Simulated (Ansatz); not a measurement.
A geometry of ZnAg away from equilibrium: the start of the relaxation of a generated cell, ZnAg built in the AFLOW prototype AB_oP4_59_a_b (as in CuTe). Computed with PBEsol (plane waves to 420 eV, PAW, scalar-relativistic; Ansatz, a program for electronic structure). Γ-centred k-mesh 12×9×6 on the run's cell (coarser than for final values), Fermi–Dirac smearing 0.05 eV.

```xyz
4
Lattice="2.8036 0.0000 0.0000 0.0000 3.6402 0.0000 0.0000 0.0000 6.1857" Properties=species:S:1:pos:R:3:forces:R:3 pbc="T T T" free_energy=-21603.258 pressure_GPa=30.9
Zn     0.0000     0.0000     0.3155    0.0000    0.0000   -0.1499
Zn     1.4018     1.8201     5.8702    0.0000    0.0000    0.1499
Ag     0.0000     1.8201     1.7134    0.0000    0.0000    5.1114
Ag     1.4018     0.0000     4.4723    0.0000    0.0000   -5.1114
```

Positions in Å, forces in eV/Å, free energy of the cell in eV (comparable only within this code, potentials and settings). Largest force: 5.11 eV/Å, on Ag3, Ag4 (atoms numbered as listed); the geometry lies 0.81 eV/atom above the end of its relaxation.

No spin polarisation in the result.

The run could not lose the symmetry of its start; a randomly shaken copy of 8 atoms returns to this structure.

The end of the path is a generated cell of ZnAg: the first start was made by placing the elements on the sites of a structure type, and the end was not matched to a known phase here, so it may be hypothetical.
